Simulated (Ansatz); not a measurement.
Suppose Sc₂SbP₃ takes space group P6/mmm (No. 191), with Sc on 2d; Sb on 1a; P on 3f.

These are results of Ansatz 0.2.0, DFT PBE, scalar-relativistic, plane waves, PAW, not measurements. Cutoff 420 eV, Γ-centred mesh, Gaussian smearing, no spin polarisation.

Energies over the elements count from the elements' standard structures at the same level, with no fitted energy shifts. The references include black phosphorus.

Question: Which cell and coordinates does it relax to?

Answer:

Space group P6/mmm (No. 191). a = 6.243 Å, b = 6.243 Å, c = 3.761 Å, α = 90.00°, β = 90.00°, γ = 120.00°
```tsv
atom	site	symmetry	x	y	z
Sc	2d	-6m2	0.3333	0.6667	0.5000
Sb	1a	6/mmm	0.0000	0.0000	0.0000
P	3f	mmm	0.5000	0.0000	0.0000
```

Sc has 6 P at 2.60 Å; Sb has 6 P at 3.12 Å; P is surrounded by 4 Sc at 2.60 Å, 2 Sb at 3.12 Å and 4 P at 3.12 Å. Another local minimum with the same sites may exist.

Question: Where does its energy lie, and is it a metal?

Answer: The formation energy is −0.63 eV/atom and the gap on the 6×6×10 mesh of the 6-atom cell is 0 eV (a metal).

The last run used Gaussian smearing of 0.10 eV. Spin–orbit coupling, which can matter for Sb, is left out. The reference form of P is held partly by dispersion forces, which this level lacks. Symmetry constrained the relaxation, so the result can be a saddle point. Another cell of Sc2SbP3 relaxed alike, in P-4m2, lies 28 meV/atom lower, so this cell isn't the stable form at this level.
